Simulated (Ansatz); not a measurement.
## Fe₂Co₃ (R-3m) at 2 levels of theory

One geometry, relaxed with PBE; plane waves with PAW potentials in Ansatz, scalar-relativistic. Collinear spin, ending at 10.5 μB a primitive cell. Gaps are the least over mesh and band path; pressure is positive in compression.

Space group R-3m:H (No. 166). a = 4.013 Å, b = 4.013 Å, c = 12.226 Å, α = 90.00°, β = 90.00°, γ = 120.00°
```tsv
atom	site	symmetry	x	y	z
Fe	6c	3m	0.0000	0.0000	0.7996
Co	6c	3m	0.6667	0.3333	0.9344
Co	3a	-3m	0.0000	0.0000	0.0000
```

```tsv
level	cutoff (eV)	k mesh	gap (eV)	pressure (GPa)	largest moment (μB)
PBE	420	12×12×12	0	0.0	2.61
```

Problem. What comes out on the same cell with PBEsol?

Solution.
```tsv
level	cutoff (eV)	k mesh	gap (eV)	pressure (GPa)	largest moment (μB)
PBEsol	420	12×12×12	0	-9.4	2.60
```

The cell was found from a structure generator's guess, not taken from experiment.
